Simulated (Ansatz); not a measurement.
## Ba2CeHfO6: what a change of hamiltonian.hubbard does

Level of theory: PBE+U (Ce 5 eV), no spin polarisation, scalar-relativistic; Ansatz, plane waves to 420 eV (PAW set soft_2), k-mesh 2×2×2 shifted by half a step. These are the settings of the reference run.

Cell:

```
cell
1.0
     0.0000   -4.3421    4.3421
     0.0000    4.3421    4.3421
    -8.6842    0.0000    0.0000
Ba Ce Hf O
4 2 2 12
Direct
  0.0000 0.5000 0.7500
  0.5000 0.0000 0.2500
  0.0000 0.5000 0.2500
  0.5000 0.0000 0.7500
  0.5000 0.5000 0.5000
  0.0000 0.0000 0.0000
  0.0000 0.0000 0.5000
  0.5000 0.5000 0.0000
  0.0000 0.0000 0.7416
  0.5000 0.5000 0.2416
  0.0000 0.0000 0.2584
  0.5000 0.5000 0.7584
  0.2416 0.7584 0.5000
  0.7416 0.2584 0.0000
  0.7584 0.2416 0.5000
  0.2584 0.7416 0.0000
  0.7584 0.7584 0.5000
  0.2584 0.2584 0.0000
  0.2416 0.2416 0.5000
  0.7416 0.7416 0.0000
```

The reference run of this cell is solved again as a single point with these keys changed:

| key | reference run | changed run |
| --- | --- | --- |
| hamiltonian.hubbard | {sites: [{species: Ce, l: f, u_eff: 5.0}]} | {sites: [{species: Ce, l: f, u_eff: 4.0}], double_counting: amf} |

Question: How far do the results move?

Answer: 

```
            quantity  reference run  changed run
      pressure (GPa)           -0.1         -0.5
largest force (eV/Å)           0.01         0.03
gap on the mesh (eV)           3.05         2.72
```

The Hamiltonian isn't the same, so energies aren't compared. It took 12 iterations.

Caveats: a single point, atoms not relaxed again; a change of U can also leave the f or d shell in another state; semilocal functionals make gaps too small and can close them.
